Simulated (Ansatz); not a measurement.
Data:

Mg$_{2}$Si:
Space group P4/nmm, origin choice 1 (No. 129); a = b = 4.1413 Å, c = 6.9053 Å, α = β = γ = 90.00°

| atom | site | symmetry | x | y | z |
|---|---|---|---|---|---|
| Mg | 2a | -4m2 | 0.0000 | 0.0000 | 0.0000 |
| Mg | 2c | 4mm | 0.5000 | 0.0000 | 0.3579 |
| Si | 2c | 4mm | 0.0000 | 0.5000 | 0.2552 |

This is the PBEsol-relaxed structure.

Problem. All from PBEsol in the plane-wave PAW code Ansatz, unless another level is named. Predict the electronic character.

Solution. metallic (no gap).

Problem. What about the formation energy from the elements (no fitted shifts)?

Solution. -0.079 eV/atom.

Problem. What about the density of states at the Fermi level?

Solution. 0.31 states/eV per atom (mean over ±0.08 eV).

The first step of the workflow began from a Materials Project structure, measured or hypothetical; the Crystallography Open Database copy checked does not list it. It is not the phase usual at ambient conditions (space group No. 225). Symmetry was held in the PBEsol relaxation; of distortions, only those at the zone centre were tested. The references are the lowest solids computed at this level, not always the standard phases.

Potentials: the later of the program's two PAW sets.
